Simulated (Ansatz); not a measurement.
The cell of GaP₂ is invented: 4-, 6-connected net, elements by coordination (P4/mmm, No. 123). The dimensions are guesses.

```cif
data_structure
_symmetry_space_group_name_H-M 'P4/mmm'
_symmetry_Int_Tables_number 123
_cell_length_a 4.6579
_cell_length_b 4.6579
_cell_length_c 2.1760
_cell_angle_alpha 90.000
_cell_angle_beta 90.000
_cell_angle_gamma 90.000
_cell_volume 47.21
loop_
_atom_site_label
_atom_site_type_symbol
_atom_site_symmetry_multiplicity
_atom_site_Wyckoff_symbol
_atom_site_fract_x
_atom_site_fract_y
_atom_site_fract_z
_atom_site_occupancy
Ga1 Ga 1 a 0.00000 0.00000 0.00000 1
P1 P 2 f 0.00000 0.50000 0.00000 1
```

Level of theory: DFT PBE, scalar-relativistic, plane waves, PAW in Ansatz 0.2.0. Cutoff 420 eV, Gaussian smearing, Γ-centred meshes. Cell and atoms relax first on a coarse mesh and then on a finer one. In between, the cell is made exact in the group found at 0.06 Å. In metals the finer mesh still leaves noise of several meV/atom or more. The steps can't lower the symmetry of their start. No spin polarisation.

A guess keeps its type if space group and coordination stay and the shape of the cell changes little (axis ratios within about 15 %, angles within 6°); the volume may change.

Problem. Will the relaxed cell still be of the starting type?

Solution. It keeps its type. The symmetry stays P4/mmm (No. 123). The volume per atom grows by 31.8 %, from 15.7 to 20.7 Å³. The shortest distance goes from 2.18 Å (Ga–Ga and P–P) to 2.38 Å (Ga–Ga and P–P). The ratio c/a of the conventional cell changes by a factor of 0.99. Counting neighbours within 15 % of an atom's shortest distance, the start has Ga 6, P 4 and the end Ga 6, P 4.

The last run used a 10×10×20 mesh (in the run's order of axes) for its 3-atom cell and Gaussian smearing of 0.10 eV. An odd number of electrons in the primitive cell allows no gap without spin; a larger cell or a magnetic state could open one. The cell is a metal run without spin; a magnetic state may lie lower. A structure relaxed within its symmetry needn't be a true minimum.
